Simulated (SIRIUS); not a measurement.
A self-consistent single point of ZnO (P2_1, 4 atoms in the cell; from Materials Project mp-2133, changed as shown) with SIRIUS.

Level of theory: LDA (PW92), GBRV LDA ultrasoft pseudopotentials (plane waves; SIRIUS 7.12.0).

The change in words: lattice vector a scaled by 1.02. Reference geometry (P6_3mc):
```xyz
4
Lattice="3.2374 0.0000 0.0000 -1.6187 2.8036 0.0000 0.0000 0.0000 5.2221" Properties=species:S:1:pos:R:3 pbc="T T T"
Zn     1.6187     0.9345     2.6141
Zn     0.0000     1.8691     0.0031
O      1.6187     0.9345     4.5940
O      0.0000     1.8691     1.9829
```

Reference input (self-consistent single point, DFT, LDA (PW92), plane waves, GBRV LDA ultrasoft pseudopotentials): parameters.ngridk = 6 6 4; parameters.xc_functionals = [XC_LDA_X, XC_LDA_C_PW]; parameters.gk_cutoff = 6.325 1/bohr; parameters.pw_cutoff = 14.143 1/bohr; parameters.smearing = gaussian; parameters.smearing_width = 0.000367493 Ha; potentials = GBRV LDA ultrasoft pseudopotentials; parameters.electronic_structure_method = pseudopotential; parameters.num_bands = 31; parameters.num_mag_dims = 0; parameters.num_dft_iter = 100; parameters.energy_tol = 1e-07 Ha. This run's input differs from it in these lines:

```diff
@@ -32,7 +32,7 @@
     "lattice_vectors": [
-      [0.9999999787, 0.0, 0.0],
-      [-0.4999999893, 0.86602528, 0.0],
-      [0.0, 0.0, 1.6130662081]
+      [0.9999999947, 0.0, 0.0],
+      [-0.4901960758, 0.8490444058, 0.0],
+      [0.0, 0.0, 1.5814374842]
     ],
-    "lattice_vectors_scale": 6.117705,
+    "lattice_vectors_scale": 6.240059,
     "atom_coordinate_units": "A",
@@ -45,8 +45,8 @@
       "Zn": [
-        [1.6186766187, 0.9345413988, 2.6141110154],
-        [-1.6187e-06, 1.8690856012, 0.0030810154]
+        [1.6618413069, 0.9345413988, 2.6141110154],
+        [0.0215806931, 1.8690856012, 0.0030810154]
       ],
       "O": [
-        [1.6186766187, 0.9345413988, 4.5939506232],
-        [-1.6187e-06, 1.8690856012, 1.9829206232]
+        [1.6618413069, 0.9345413988, 4.5939506232],
+        [0.0215806931, 1.8690856012, 1.9829206232]
       ]
```

Output, abridged:

```
[find] density tolerance         : 1e-06
[find] total energy tolerance    : 1e-07
[find] iter_solver_tol (initial) : 0.01
[find] iter_solver_tol (target)  : 1e-13
[find] num_dft_iter              : 100
Charges and magnetic moments
--------------------------------------------------------------------------------
total charge          : 52.000000
[find] | SCF iteration   0 out of 100|
[diagonalize] iterative solver tolerance (occupied, empty): 0.01 0.01
[diagonalize] average number of iterations: 2.06667
[find] Charges and magnetic moments
[find] total charge          : 52.000000
[find] Energy
   [... lines left out ...]

[find] Charges and magnetic moments
[find] total charge          : 52.000000
[find] Energy
[find] smearing (-TS)                 :      -0.00000000
[find] Total energy                   :    -493.60890674 (Ha),    -987.21781349 (Ry)
[find] Free energy (E-TS)             :    -493.60890674 (Ha),    -987.21781349 (Ry)
[find] band gap (eV)                  :       0.69274741
[find] Efermi                         :       0.31994322
[find] iteration : 14, RMS (target) : 5.5484e-07 (1.0000e-06) , energy difference (target) : -3.7517e-12 (1.0000e-07)
[find] bands are converged : true
[find] iterative solver converged : false
[find] converged after 15 SCF iterations!
[find] Charges and magnetic moments
[find] total charge          : 52.000000
[find] Energy
[find] smearing (-TS)                 :      -0.00000000
[find] Total energy                   :    -493.60890674 (Ha),    -987.21781349 (Ry)
[find] Free energy (E-TS)             :    -493.60890674 (Ha),    -987.21781349 (Ry)
[find] band gap (eV)                  :       0.69274741
[find] Efermi                         :       0.31994322
[ground_state] === stress tensor components [kbar] ===
[ground_state] === stress_total ===
[ground_state]   105.819193    9.065227    0.000000
[ground_state]     9.065227   73.306998    0.000000
[ground_state]     0.000000    0.000000   67.700573
[ground_state] ==== total Forces in Ha/bohr =====
[ground_state] atom:    0, force:       0.0010880      0.0020264     -0.0012277
[ground_state] atom:    1, force:      -0.0010880     -0.0020264     -0.0012277
[ground_state] atom:    2, force:       0.0013217      0.0024286      0.0012271
[ground_state] atom:    3, force:      -0.0013217     -0.0024286      0.0012271
```

The run converged in 15 iterations. SIRIUS prints the stress tensor with tension positive. Against the reference run the free energy rises by 12.5 meV/atom, the pressure goes from -5.72 to -8.23 GPa, the largest force goes from 0.002 to 0.156 eV/Å and the gap on the mesh goes from 0.746 to 0.693 eV.

The structure comes from a collection of computed structures, made at another level of theory; the collection holds predicted forms beside known ones.

Cost on one core: about 40 core-seconds (a rough figure).

The gap that the log prints is read on the run's mesh, which can miss the band edges or a crossing.
